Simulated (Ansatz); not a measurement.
## ScPt: pressure against volume

A database entry relaxed whole under r2SCAN (Pm-3m):

```
Sc Pt
1.0
     3.28702    0.00000    0.00000
     0.00000    3.28702    0.00000
     0.00000    0.00000    3.28702
Sc Pt
1 1
Direct
  0.50000 0.50000 0.50000
  0.00000 0.00000 0.00000
```

The cell was scaled uniformly, its shape held, and the atoms relaxed at each volume with plane-wave PAW DFT (Ansatz 0.2.0; r2SCAN, 500 eV, 10×10×10 Γ-centred mesh, fermi-dirac occupations of width 0.100 eV; no spin, no spin-orbit coupling). One row is withheld.

| volume (Å³/atom) | energy over the lowest (meV/atom) | pressure (GPa) |
| --- | --- | --- |
| 16.692 | 33.4 | 10.53 |
| 17.047 | 14.3 | 6.64 |
| 17.402 | 3.5 | 3.14 |
| 17.757 | 0.0 | 0.00 |
| 18.112 | 3.1 | -2.82 |
| 18.468 | ? | ? |
| 18.823 | 26.7 | -7.62 |

Fit the pressures of the other rows to the third-order Birch-Murnaghan form.

With f = [(V₀/V)^(2/3) − 1]/2 and P = 3B₀f(1 + 2f)^(5/2)[1 + 3(B₀′ − 4)f/2], least squares gives V₀ = 17.76 Å³ an atom, B₀ = 149 GPa and B₀′ = 4.4; the rows miss the fit by less than 0.01 GPa. The slope of the energies differs from these pressures by 0.06 GPa, since they are taken to zero smearing while pressures follow the free energy.

What does the withheld row hold?

The fit gives -5.35 GPa at 18.468 Å³; the run gave -5.35 GPa and 12.2 meV an atom.

Caveats: the shape of the cell was held; 0 K, fixed nuclei; the symmetry was kept, and this need not be the phase that is stable at 0 K; one mesh for all volumes; pressure is positive in compression.
